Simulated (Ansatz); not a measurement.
Ca₂P: rattling a relaxed structure

The structure comes from a generated guess, relaxed at this level; another structure or a mixture of phases may lie lower.

Method: DFT PBE, scalar-relativistic, plane waves, PAW (Ansatz 0.2.0). Cutoff 420 eV; k points 6×6×10 on the computed 6-atom cell (Γ-centred); Gaussian smearing, width 0.02 eV; no spin polarisation.

The cell below (6 atoms, space group P6/mmm (No. 191)) is relaxed within its symmetry.

```yaml
crystal:
  lattice:
    - [7.13178, 0.00000, 0.00000]
    - [-3.56589, 6.17630, 0.00000]
    - [0.00000, 0.00000, 4.03789]
  atoms:
    - { symbol: Ca, position: [0.50000, 0.50000, 0.00000] }
    - { symbol: Ca, position: [0.00000, 0.50000, 0.00000] }
    - { symbol: Ca, position: [0.50000, 0.00000, 0.00000] }
    - { symbol: Ca, position: [0.00000, 0.00000, 0.50000] }
    - { symbol: P, position: [0.33333, 0.66667, 0.50000] }
    - { symbol: P, position: [0.66667, 0.33333, 0.50000] }
```

For the test a repeat of it with 12 atoms (edges 7.13, 7.13, 8.08 Å) was strained at random (σ = 1.5 % a component), the atoms were moved at random (σ = 0.05 Å), and all was relaxed again on a coarse 3×3×2 mesh (in the run’s order of axes) with 0.10 eV smearing, with no symmetry imposed.

**Question.** What happens?

**Answer.** It doesn't return. The energy falls by 24 meV/atom on that mesh, the volume changes by 1.0 %, and the end has space group Amm2 (No. 38) at a loose tolerance. Relaxed again on a 10×6×6 mesh with 0.01 eV smearing, the new structure lies 24 meV/atom below the first (mesh in the axes of the run's cell; the cell below is made exact in the group named). Space group Amm2 (No. 38), orthorhombic, a = 3.991 Å, b = 12.955 Å, c = 6.952 Å. Ca on a site of symmetry m has 4 P at 2.86–2.99 Å, 3 Ca at 3.43–3.48 Å and 5 Ca at 3.87–3.99 Å; Ca on a site of symmetry mm2 is surrounded by 4 P at 2.91 Å and 4 Ca at 3.43–3.63 Å; Ca on a second site of symmetry mm2 is surrounded by 2 P at 3.07 Å, 2 Ca at 3.63 Å and 6 Ca at 3.87–3.99 Å; P is surrounded by 7 Ca at 2.86–3.07 Å.

```
CELL_PARAMETERS angstrom
3.99067 0.00000 0.00000
0.00000 6.47752 3.47579
0.00000 -6.47752 3.47579
ATOMIC_POSITIONS crystal
Ca 0.00000 0.53429 0.03410
Ca 0.00000 0.44797 0.44797
Ca 0.00000 0.03410 0.53429
Ca 0.50000 0.88436 0.88436
P 0.50000 0.70301 0.39542
P 0.50000 0.39542 0.70301
```
